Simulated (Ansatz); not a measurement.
Data:

Zr2SiN:
```yaml
crystal:
  lattice:
    - [3.26157, 0.00000, 0.00000]
    - [-1.63079, 2.82461, 0.00000]
    - [0.00000, 0.00000, 13.48020]
  atoms:
    - { symbol: Zr, position: [0.66667, 0.33333, 0.59545] }
    - { symbol: Zr, position: [0.33333, 0.66667, 0.40455] }
    - { symbol: Zr, position: [0.33333, 0.66667, 0.09545] }
    - { symbol: Zr, position: [0.66667, 0.33333, 0.90455] }
    - { symbol: Si, position: [0.66667, 0.33333, 0.25000] }
    - { symbol: Si, position: [0.33333, 0.66667, 0.75000] }
    - { symbol: N, position: [0.00000, 0.00000, 0.50000] }
    - { symbol: N, position: [0.00000, 0.00000, 0.00000] }
```

This is the PBE-relaxed structure.

Question: All from the program Ansatz at the PBE level (PAW), unless another level is named. Predict the electronic character.

Answer: metallic (no gap).

Question: Give the formation energy from the elements (no fitted shifts).

Answer: -1.15 eV/atom.

Question: What about the density of states at the Fermi level?

Answer: 0.42 states/eV per atom (mean over ±0.08 eV).

Question: Next, the gap with spin–orbit coupling?

Answer: none (metallic).

Space group P6_3/mmc. The start of the workflow was typed in or built on a structure type; neither database checked (COD, Materials Project) lists it. Its standing as an ambient phase is unchecked. The PBE relaxation kept the symmetry of its start; its stability against distortions is not shown here. The run is not spin-polarised. The references are the lowest solids computed at this level, not always the standard phases (solids in place of the gases). Spin–orbit coupling is left out wherever it is not named.

Potentials: the earlier of the program's two PAW sets.
